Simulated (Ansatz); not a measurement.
## SnS$_{2}$, first-principles data

SnS2:
```yaml
crystal:
  lattice:
    - [-2.65880, 2.65880, 5.57385]
    - [2.65880, -2.65880, 5.57385]
    - [2.65880, 2.65880, -5.57385]
  atoms:
    - { symbol: Sn, position: [0.50000, 0.50000, 0.00000] }
    - { symbol: Sn, position: [0.25000, 0.75000, 0.50000] }
    - { symbol: S, position: [0.28071, 0.28071, 0.00000] }
    - { symbol: S, position: [0.03071, 0.53071, 0.50000] }
    - { symbol: S, position: [0.46929, 0.96929, 0.50000] }
    - { symbol: S, position: [0.71929, 0.71929, 0.00000] }
```

Space group I4_1/amd (No. 141), anatase; conventional cell a = b = 5.318 Å, c = 11.148 Å, α = β = γ = 90.00°.

Method: DFT-PBE in the program Ansatz with PAW potentials. Structure relaxed to zero pressure with the same functional. Other levels are named where they apply.

**Cell and energy**

* **Volume per atom**: 26.27 Å³
* **Density**: 3.85 g/cm³
* **Formation energy from the elements (no fitted shifts)**: -0.18 eV/atom

**Electronic structure**

Band gap: 0.41 eV (indirect)
Valence-band maximum: off the standard path, at k = (0.224, 0.245, 0.266) in fractions of the reciprocal vectors
Conduction-band minimum: at Γ
Smallest direct gap on the standard path: 0.78 eV
Electron effective mass: 0.19, 0.19, 0.24 mₑ (principal values)
Hole effective mass: 0.52, 0.70, 3.5 mₑ (principal values)

**Mechanics**

Bulk modulus (Birch–Murnaghan fit): 34.5 GPa
Pressure derivative B′: 1.4

A made-up cell: these elements were put on the sites of a structure type; neither database checked (COD, Materials Project) lists it. It is not the phase usual at ambient conditions (space group No. 164). The PBE relaxation kept the symmetry of its start; whether a distortion lowers the energy is not shown. The references are the lowest solids computed at this level, not always the standard phases. Scalar-relativistic: spin–orbit coupling is off unless named, which matters more the heavier the elements.

Potentials: the later of the program's two PAW sets.
